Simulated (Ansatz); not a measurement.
Method: DFT PBE, scalar-relativistic, plane waves, PAW (Ansatz). Cutoff 420 eV, Γ-centred meshes of about 0.25 Å⁻¹ or finer for metals and 0.3 Å⁻¹ for insulators (2π included), Gaussian smearing. No spin polarisation.

Temperature and zero-point effects are left out.

Compare these two cells of ScAl3As4, each relaxed at this level.

A.

```cif
data_structure
_symmetry_space_group_name_H-M 'I-42m'
_symmetry_Int_Tables_number 121
_cell_length_a 5.8352
_cell_length_b 5.8352
_cell_length_c 11.6704
_cell_angle_alpha 90.000
_cell_angle_beta 90.000
_cell_angle_gamma 90.000
_cell_volume 397.38
loop_
_atom_site_label
_atom_site_type_symbol
_atom_site_symmetry_multiplicity
_atom_site_Wyckoff_symbol
_atom_site_fract_x
_atom_site_fract_y
_atom_site_fract_z
_atom_site_occupancy
Sc1 Sc 2 a 0.00000 0.00000 0.00000 1
Al1 Al 4 d 0.50000 0.00000 0.25000 1
Al2 Al 2 b 0.50000 0.50000 0.00000 1
As1 As 8 i 0.73877 0.26123 0.12950 1
```

B.

```cif
data_structure
_symmetry_space_group_name_H-M 'Pmn2_1'
_symmetry_Int_Tables_number 31
_cell_length_a 8.2672
_cell_length_b 7.1836
_cell_length_c 6.6868
_cell_angle_alpha 90.000
_cell_angle_beta 90.000
_cell_angle_gamma 90.000
_cell_volume 397.12
loop_
_atom_site_label
_atom_site_type_symbol
_atom_site_symmetry_multiplicity
_atom_site_Wyckoff_symbol
_atom_site_fract_x
_atom_site_fract_y
_atom_site_fract_z
_atom_site_occupancy
Sc1 Sc 2 a 0.00000 0.83757 0.99432 1
Al1 Al 2 a 0.00000 0.17420 0.50196 1
Al2 Al 4 b 0.24821 0.66383 0.50126 1
As1 As 2 a 0.00000 0.84002 0.39299 1
As2 As 2 a 0.00000 0.18807 0.87288 1
As3 As 4 b 0.73939 0.65918 0.87267 1
```

Problem. Which is lower in energy, and by how much?

Solution. B is lower, by 7 meV/atom. A has Sc and Al ordered on zinc blende sites, space group I-42m (No. 121), 24.8 Å³/atom and a gap of 1.61 eV on its mesh; B has Sc and Al ordered on wurtzite sites, space group Pmn2_1 (No. 31), 24.8 Å³/atom and a gap of 1.52 eV. In A, around Sc lie 4 As at 2.63 Å; Al on a site of symmetry -4 is surrounded by 4 As at 2.50 Å; As is surrounded by 3 Al at 2.48–2.50 Å and 1 Sc at 2.63 Å; 1 more site not described. In B, Sc is surrounded by 4 As at 2.64–2.67 Å; Al on a site of symmetry m is surrounded by 4 As at 2.47–2.51 Å; As on a site of symmetry m is surrounded by 3 Al at 2.51–2.52 Å and 1 Sc at 2.67 Å; 3 more sites not described. Both come from trial cells of a structure search, whose lowest cell (P3m1, 23.3 Å³/atom) lies 39 meV/atom below the lower of the two.

Kohn–Sham gaps at this level usually fall short of measured ones. With atoms moved at random, B came back. A had no clear such test and can be a saddle point. Some structure types and database cells were kept out of the candidates from the start, so a known form may be missing.
